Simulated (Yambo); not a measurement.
A G0W0@PBEsol run in Yambo for a free-standing PtS$_{2}$ monolayer (symmetry P-3m1, slab cell 15.5 Å high) (6×6×1 Γ-centred k mesh, bands 9 to 172 and a 6 Ry block in the screening, 172 bands in G with the Bruneval-Gonze terminator, plasmon pole fitted at 27.2 eV, slab-truncated Coulomb interaction, stochastic integration of W near q = 0) gives these matrix elements, in eV, at the band edges ((0.167, 0.167) → (0, 0.167)):

```json
[
 {"state": "valence edge", "E0": "0.000", "<Vxc>": "-15.325", "<Σx>": "-18.087", "<Σc(E0)>": "2.162", "Z": "0.744"},
 {"state": "conduction edge", "E0": "2.012", "<Vxc>": "-15.947", "<Σx>": "-12.537", "<Σc(E0)>": "-2.357", "Z": "0.751"}
]
```

**Question.** Solve the linearised quasiparticle equation for both states, give the gap, and say how exchange and correlation each act on it.

**Answer.** E = E0 + Z(Σx + Σc − Vxc). Valence: 0.000 + 0.744 × (-18.087 + (2.162) − (-15.325)) = -0.45 eV. Conduction: 2.012 + 0.751 × (-12.537 + (-2.357) − (-15.947)) = 2.80 eV. The gap is 3.25 eV, against 2.01 eV in PBEsol. Replacing Vxc by bare exchange alone would open it by 6.17 eV; correlation takes back 4.52 eV of that, and Z scales what is left. Nearest settings tried, and what they do to the gap: 114 bands in W, 114 bands in G: +3 meV; 2 Ry block (69 vectors against 317): -53 meV. Not varied: mesh, cell height. So the settings aren't converged at that level. Among the k points computed, the smallest G0W0 gap is 3.20 eV, (0, 0.167) → (0, 0.167). The mesh misses a band edge: along a dense path the PBEsol gap is 1.75 eV against 2.01 eV on the mesh. 

Spin-orbit coupling is included.

Geometry relaxed with PBEsol; primitive cell a = 3.534 Å, b = 3.534 Å, c = 15.500 Å, α = 90.00°, β = 90.00°, γ = 120.00°.
